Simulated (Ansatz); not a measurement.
input.yaml (Ansatz)

```yaml
crystal:
  lattice:
    - [-1.3607038523, 1.6554151422, 1.2131013075]
    - [1.6554151422, -1.3607038523, 1.2131013075]
    - [2.7690312502, 2.7690312502, -0.6733370403]
  atoms:
    - { symbol: Co, position: [0.0415701169, 0.9584298831, 1.0], spin: 1.645 }
    - { symbol: Co, position: [0.7084298831, 0.2915701169, 0.5], spin: 1.645 }
hamiltonian:
  xc: mr2scan
  pseudopotentials:
    kind: paw
    azcp:
      Co: "pseudopotentials/Co.paw.azcp"
basis:
  ecutwfc: 500
  fft_grid_basis: typed
kpoints:
  mp_grid: { grid: [24, 24, 13], shift: [0, 0, 0] }
magnetization:
  spin_polarized: true
scf:
  occupations: { method: fermi_dirac, width: 0.05 }
output:
  write_density: true
  write_potential: true
  elf: true
  volumetric_format: npy
```

Output

```
Engine: ansatz 0.2.0, x86_64-unknown-linux-gnu
Pseudopotentials: kind: paw
Pseudopotential: Co, paw, valence charge 17, recommended cutoff 500 eV (meta_gga) 
Functional definition: m-r2SCAN
  exchange = m_r2scan_x
  correlation = m_r2scan_c
Crystal: 2 atoms, lattice volume = 20.862 Å³
Basis set: ecut = 500 eV, 549 PW (Γ), exchange–correlation on 72×72×120 points (64 copies of the dense FFT grid, shifted against one another)
Bands: 23, of which v1, the nominal top of the filled ones, is band 17 counted from 1 (16 counted from 0)
Symmetry: 4 space group operations
Space group: C2/c (ITA 15), of the structure as read, at distance tolerance 2.8e-5 Å
Magnetic group: BNS 15.85 (UNI 92), of the structure as read, at distance tolerance 2.8e-5 Å
k-points: 1957 of 7488
Non-local potential: Co, projectors of the file, l = 0: 3, l = 1: 2, l = 2: 3, l = 3: 1
PAW form: soft (Blöchl's): semilocal exchange-correlation on the pseudo side does not see the compensation charge
PAW frozen core: Co, regenerated for the run's functional (the file was generated under x = pbe(κ = 0.804, μ = 0.2195149727645171), c = pbe(β = 0.06672455060314922))
PAW one-centre angular grid: Co, 590 points (default); XC on 160 Gauss nodes
Initial density: superposition of atomic densities (chi_scale 0.1, normalization cell)
Starting moments: Σ|m| = 3.29 μB on 2 of 2 sites
Initial wavefunctions: pseudopotential atomic-orbital guess
Functional: x = mr2scan, c = mr2scan; τ floored in thin density (d = 2e-4 eV/Å³)
SCF iter   1: F=—  HF=-10261.326795 eV  |F-HF|=—  |Δ(HF+E_count)|=         —  Δρ=9.37e-2 (↑3.88e-2 ↓9.37e-2)  dr2=2.14e0  dr2_τ=1.72e-2  dr2_m=1.50e-1  M=3.158 μB ∫|m|=3.217 μB  β_m=1.00  ethr=3.10e-3  ⟨swp⟩=5.5  Hψ=341344  notcnv=0
Mixer restart at iter 1: flushing history
SCF iter   2: F=—  HF=-10260.778503 eV  |F-HF|=—  |Δ(HF+E_count)|=   5.48e-1  Δρ=2.63e-2 (↑9.62e-3 ↓2.63e-2)  dr2=1.14e-1  dr2_τ=1.86e-2  dr2_m=4.19e-2  M=3.180 μB ∫|m|=3.370 μB  β_m=1.00  ethr=3.10e-3  ⟨swp⟩=2.6  Hψ=174421  notcnv=0  defer=2143  κ⁻¹=1.0e0(r=1)
SCF iter   3: F=—  HF=-10261.456060 eV  |F-HF|=—  |Δ(HF+E_count)|=         —  Δρ=1.51e-2 (↑1.51e-2 ↓5.76e-3)  dr2=1.50e-2  dr2_τ=6.44e-4  dr2_m=1.23e-2  M=3.246 μB ∫|m|=3.517 μB  β_m=1.00  ethr=3.35e-4  ⟨swp⟩=2.2  Hψ=135358  notcnv=0  defer=2143
Mixer restart at iter 3: flushing history
SCF iter   4: F=—  HF=-10261.815453 eV  |F-HF|=—  |Δ(HF+E_count)|=   3.59e-1  Δρ=8.09e-3 (↑6.58e-3 ↓8.09e-3)  dr2=1.63e-2  dr2_τ=4.42e-4  dr2_m=1.94e-4  M=3.221 μB ∫|m|=3.507 μB  β_m=1.00  ethr=4.42e-5  ⟨swp⟩=2.7  Hψ=164734  notcnv=0  defer=2049  κ⁻¹=1.0e0(r=1)
SCF iter   5: F=—  HF=-10262.007870 eV  |F-HF|=—  |Δ(HF+E_count)|=   1.92e-1  Δρ=7.62e-3 (↑4.57e-3 ↓7.62e-3)  dr2=1.33e-2  dr2_τ=3.48e-4  dr2_m=5.57e-4  M=3.200 μB ∫|m|=3.491 μB  β_m=1.00  ethr=4.42e-5  ⟨swp⟩=2.0  Hψ=161199  notcnv=0  defer=1925  κ⁻¹=2.2e-2(r=2)
SCF iter   6: F=—  HF=-10262.351200 eV  |F-HF|=—  |Δ(HF+E_count)|=   3.43e-1  Δρ=3.17e-3 (↑3.17e-3 ↓2.93e-3)  dr2=6.00e-3  dr2_τ=3.28e-5  dr2_m=1.04e-5  M=3.136 μB ∫|m|=3.434 μB  β_m=1.00  ethr=3.90e-5  ⟨swp⟩=2.7  Hψ=188961  notcnv=0  defer=1886  κ⁻¹=1.5e-3(r=3)
SCF iter   7: F=—  HF=-10262.373391 eV  |F-HF|=—  |Δ(HF+E_count)|=   2.22e-2  Δρ=1.81e-3 (↑1.76e-3 ↓1.81e-3)  dr2=2.20e-3  dr2_τ=2.14e-5  dr2_m=1.70e-6  M=3.122 μB ∫|m|=3.419 μB  β_m=1.00  ethr=1.76e-5  ⟨swp⟩=2.3  Hψ=167755  notcnv=0  defer=1640  κ⁻¹=1.5e-3(r=4)
SCF iter   8: F=—  HF=-10262.375818 eV  |F-HF|=—  |Δ(HF+E_count)|=   2.43e-3  Δρ=3.46e-4 (↑2.96e-4 ↓3.46e-4)  dr2=6.10e-5  dr2_τ=5.25e-7  dr2_m=1.10e-6  M=3.120 μB ∫|m|=3.414 μB  β_m=1.00  ethr=6.46e-6  ⟨swp⟩=2.2  Hψ=147407  notcnv=0  defer=1640  κ⁻¹=3.8e-4(r=5)
SCF iter   9: F=—  HF=-10262.376815 eV  |F-HF|=—  |Δ(HF+E_count)|=   9.97e-4  Δρ=5.88e-5 (↑5.88e-5 ↓4.42e-5)  dr2=4.82e-7  dr2_τ=9.00e-8  dr2_m=1.44e-7  M=3.117 μB ∫|m|=3.412 μB  β_m=1.00  ethr=1.79e-7  ⟨swp⟩=2.0  Hψ=155205  notcnv=0  defer=1640  κ⁻¹=2.5e-5(r=6)
SCF iter  10: F=—  HF=-10262.376935 eV  |F-HF|=—  |Δ(HF+E_count)|=   1.21e-4  Δρ=1.05e-4 (↑3.22e-5 ↓1.05e-4)  dr2=2.18e-6  dr2_τ=1.97e-8  dr2_m=4.63e-7  M=3.117 μB ∫|m|=3.412 μB  β_m=1.00  ethr=1.42e-9  ⟨swp⟩=2.3  Hψ=160284  notcnv=0  defer=1640  κ⁻¹=6.0e-6(r=7)
SCF iter  11: F=—  HF=-10262.377084 eV  |F-HF|=—  |Δ(HF+E_count)|=   1.48e-4  Δρ=3.73e-5 (↑1.97e-5 ↓3.73e-5)  dr2=1.73e-7  dr2_τ=4.41e-9  dr2_m=1.12e-7  M=3.116 μB ∫|m|=3.411 μB  β_m=1.00  ethr=1.42e-9  ⟨swp⟩=3.0  Hψ=184075  notcnv=0  defer=1640  κ⁻¹=6.1e-7(r=8)
SCF iter  12: F=—  HF=-10262.377122 eV  |F-HF|=—  |Δ(HF+E_count)|=   3.86e-5  Δρ=1.24e-5 (↑7.76e-6 ↓1.24e-5)  dr2=1.18e-8  dr2_τ=5.86e-10  dr2_m=1.24e-8  M=3.115 μB ∫|m|=3.410 μB  β_m=1.00  ethr=5.08e-10  ⟨swp⟩=3.0  Hψ=187517  notcnv=0  defer=1640  κ⁻¹=3.8e-7(r=8)
SCF iter  13: F=—  HF=-10262.377124 eV  |F-HF|=—  |Δ(HF+E_count)|=   2.02e-6  Δρ=3.70e-6 (↑3.54e-6 ↓3.70e-6)  dr2=1.92e-9  dr2_τ=3.57e-10  dr2_m=2.19e-10  M=3.115 μB ∫|m|=3.410 μB  β_m=1.00  ethr=3.47e-11  ⟨swp⟩=3.0  Hψ=189992  notcnv=0  defer=1640  κ⁻¹=2.5e-7(r=8)
SCF iter  14: F=-10262.377124 eV  HF=-10262.377124 eV  |F-HF|=6.18e-9  |Δ(HF+E_count)|=   7.17e-9  Δρ=2.80e-6 (↑2.06e-6 ↓2.80e-6)  dr2=5.01e-10  dr2_τ=5.17e-11  dr2_m=7.14e-10  M=3.115 μB ∫|m|=3.410 μB  ethr=5.64e-12  ⟨swp⟩=2.8  Hψ=268122  notcnv=0
SCF 1 converged in 14 iterations: F = -10262.377124 eV  dr2 = 5.01e-10
this state was not tested for a lower state beside it, because the mixer in use, unlike msr1, does not test its closes by its own steps (another_mixer; see scf.mixing.algorithm and scf.lower_state_search)
SCF converged after 14 iterations
Magnetization: 3.1148 μB (18.5574 up, 15.4426 down)
Absolute magnetization: 3.4112 μB (∫|ρ↑−ρ↓|, with the PAW one-centre terms)
Spin contamination: 0.0486 ħ² per cell (⟨S²⟩ above its minimum at these occupations)
Per-site moments (μB) at R_I (Å): [(1.6258143389583217, 1.0075747133207331), (1.6258143389583215, 1.0075747133207331)]
Free energy (F): -10262.377124 eV
Harris-Foulkes:  -10262.377124 eV  (|F-HF|=6.18e-9)
Internal energy: -10262.363546 eV  (E = F + TS)
E sigma→0 (E₀):  -10262.370335 eV
Entropy (-TS):   -0.013578 eV (-6.789 meV/atom)
Fermi energy:    19.334561 eV
--- Per-component energies (eV) ---
  E_band       = -505.962774
  E_kinetic    = 911.215422
  E_local      = -5561.143575  (includes V_loc(G=0)·N_el)
  E_nonlocal   = 913.977904
  E_hartree    = 2339.456005
  E_xc         = -315.805008
  E_vxc        = -460.446101  (∫ρ·V_xc dr)
  E_paw        = -3048.713018  (= ΣΔE_a)
  E_vpaw       = -1017.773833  (= ΣTr[D̂ρ^β])
  E_aug_tail   = 0.000071  (compensation charges beyond the density's cutoff)
  E_vtau       = 29.293783  (kinetic-family band-sum trace: ∫τ·v_τ [+ j·A + Jᵃ·Aᵃ] dr)
  E_ewald      = -5500.760934
  E_core_change = -0.590412  (= ΣΔE_core)
  E_smearing   = -0.013578  (= −TS)
  E_closure    = 0.000000  (closes the sum)
  Σ components = -10262.377124   (vs F -10262.377124, Δ=0.00e0)
--- Band table (eV; the first three rows and the last of 3914) ---
  k-point 0 ↑: bands = ["-80.3324", "-80.2649", "-42.2390", "-41.9075", "-41.9071", "-41.8509", "-41.8508", "-41.8484", "9.7353", "13.8439", "16.6721", "16.6812", "16.6858", "17.0308", "17.0332", "17.4029", "17.4064", "18.6296", "18.6318", "19.1568", "26.4096", "42.2223", "45.3000"]
  k-point 1 ↑: bands = ["-80.3314", "-80.2659", "-42.2334", "-41.9066", "-41.9062", "-41.8542", "-41.8518", "-41.8516", "9.8000", "13.8318", "16.6541", "16.6607", "16.6652", "17.0120", "17.0144", "17.4472", "17.4507", "18.6269", "18.6289", "18.9004", "26.7890", "42.1975", "45.3562"]
  k-point 2 ↑: bands = ["-80.3286", "-80.2688", "-42.2170", "-41.9042", "-41.9038", "-41.8712", "-41.8542", "-41.8540", "9.9924", "13.7844", "16.6024", "16.6156", "16.6198", "16.9593", "16.9617", "17.5624", "17.5658", "18.2786", "18.6159", "18.6175", "27.7896", "42.0982", "44.2411"]
  k-point 1956 ↓: bands = ["-77.8667", "-77.8639", "-40.0636", "-40.0539", "-39.7792", "-39.7783", "-39.7674", "-39.7635", "14.9047", "15.0288", "16.6484", "16.7512", "19.0889", "19.2786", "19.3959", "19.7782", "20.6946", "20.7119", "21.3364", "21.9473", "28.1700", "28.1876", "38.6216"]
```
